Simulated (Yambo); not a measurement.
A free-standing TlCl3 monolayer (symmetry C2/m, slab cell 16.0 Å high), G0W0@PBEsol in Yambo with this input:

```
rim_cut
gw0
dyson
el_el_corr
HF_and_locXC
ppa
em1d
rim_w
RandQpts= 1000000
RandGvec= 2 Ry
CUTGeo= "slab z"
EXXRLvcs= 62 Ry
VXCRLvcs= 248 Ry
Chimod= "HARTREE"
% BndsRnXp
 1 | 230 |
%
NGsBlkXp= 5 Ry
% LongDrXp
 1.0 | 1.0 | 0.0 |
%
RandGvecW= 318 mRy
PPAPntXp= 27.2114 eV
% GbndRnge
 1 | 230 |
%
GTermKind= "BG"
DysSolver= "n"
ExtendOut
```

On a 4×4×1 mesh, with wavefunctions cut at 62 Ry, the gap (Γ → Γ) is 4.747 eV and the valence edge shifts by -1.107 eV.

Problem. What happens with this change: 112 bands in W?

Solution. The gap rises by 0.087 eV, to 4.834 eV; the shift of the valence edge becomes -1.022 eV. Neither run is shown to be the converged limit.

The standard potential for Tl keeps a d shell in the valence without the s and p states of that shell. In tests on such compounds this moved G0W0 gaps by up to about 0.9 eV, so absolute quasiparticle energies here are unreliable; differences between settings are what counts.

Spin-orbit coupling is not included.

Geometry relaxed with PBEsol; primitive cell a = b = 6.6272 Å, c = 16.0000 Å, α = β = 90.00°, γ = 119.97°.

This is a model layer cut from the bulk structure; whether it is stable on its own was not checked.

A shift is the quasiparticle energy of the state minus its PBEsol energy.
